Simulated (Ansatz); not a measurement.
In plane-wave PAW PBEsol (Ansatz code), SiMo₂C in the hexagonal phase (P6_3/mmc; Si on 2d, Mo on 4f, C on 2a) relaxes to a = 3.071 Å, c = 12.336 Å. C has 6 nearest neighbours from 2.11 Å (octahedral). Against the elements it lies at -0.20 eV/atom, with no fitted shifts.

Electronic character: metallic (no gap). Gap from PBEsol with spin–orbit coupling: none (metallic).

The bulk modulus is 236 GPa. The relaxed-ion elastic constants in GPa are C11 = 332, C12 = 158, C13 = 209, C33 = 369, C44 = 140. The elastic constants imply a Debye temperature near 517 K.

The start of the workflow was typed in or built on a structure type; neither database checked (COD, Materials Project) lists it. Its standing as an ambient phase is unchecked. The PBEsol relaxation kept the symmetry of its start; its stability against distortions is not shown here. The run is not spin-polarised. As this level gives no gap, shear constants depend on the k-mesh and smearing (Fermi–Dirac, 0.1 eV here). The references are the lowest solids computed at this level, not always the standard phases. Scalar-relativistic: spin–orbit coupling is off unless named, which matters more the heavier the elements.

Potentials: the earlier of the program's two PAW sets. The files were generated under PBE; for other functionals the program regenerates the frozen cores, and for LDA and PBEsol the local potential too.
